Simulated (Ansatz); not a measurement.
GdGa3Cu: Ga interstitial

Computed with the plane-wave PAW code Ansatz (scalar-relativistic, PAW set soft_2): PBE, collinear spin, 420 eV cutoff, k-mesh 4×4×2 shifted by half a step.

The relaxed host crystal (no gap at this level of theory):

```cif
data_structure
_symmetry_space_group_name_H-M 'P 1'
_symmetry_Int_Tables_number 1
_cell_length_a 6.0589
_cell_length_b 6.0589
_cell_length_c 6.0589
_cell_angle_alpha 139.774
_cell_angle_beta 139.774
_cell_angle_gamma 58.197
_cell_volume 91.93
loop_
_atom_site_label
_atom_site_type_symbol
_atom_site_fract_x
_atom_site_fract_y
_atom_site_fract_z
_atom_site_occupancy
Gd1 Gd 0.12749 0.12749 0.00000 1
Ga1 Ga 0.87641 0.37641 0.50000 1
Ga2 Ga 0.37641 0.87641 0.50000 1
Ga3 Ga 0.72057 0.72057 0.00000 1
Cu1 Cu 0.49776 0.49776 0.00000 1
```

Supercell of 20 atoms, rows of the matrix [[-1,1,0],[-1,-1,-2],[-1,-1,0]] times the cell vectors; Ga interstitial at (0.036, 0.607, 0.429) in fractions of the cell above. Atoms are relaxed at the host's cell, from a start shaken by 0.05 Å near the defect.

**Question.** How does the lattice relax around the defect?

**Answer.** Nearest atoms to the added Ga: relaxed Cu 2.31 Å, Cu 2.31 Å, Ga 2.41 Å, Ga 2.55 Å, Ga 2.55 Å, Gd 2.67 Å, Gd 2.67 Å.

```json
{"charge": "0", "moment of the cell (μB)": "28.50", "gap of the cell on the mesh (eV)": "0.00"}
```

At charge 0 the unpaired electrons sit on atoms with moments (μB): 4 Gd of 6.92 to 6.96.

Formation energy of the neutral defect: 2.85 eV, taking atoms from and to the elements' standard states (no corrections for gases), so it belongs to those chemical potentials alone.

Caveats: Gd without a U keeps its half-filled shell, but its 4f levels lie too near the Fermi level; open f or d shells may hold a state above the lowest; small supercell, so energies and levels can be off by tenths of an eV; one random start near the defect, so other minima are possible.
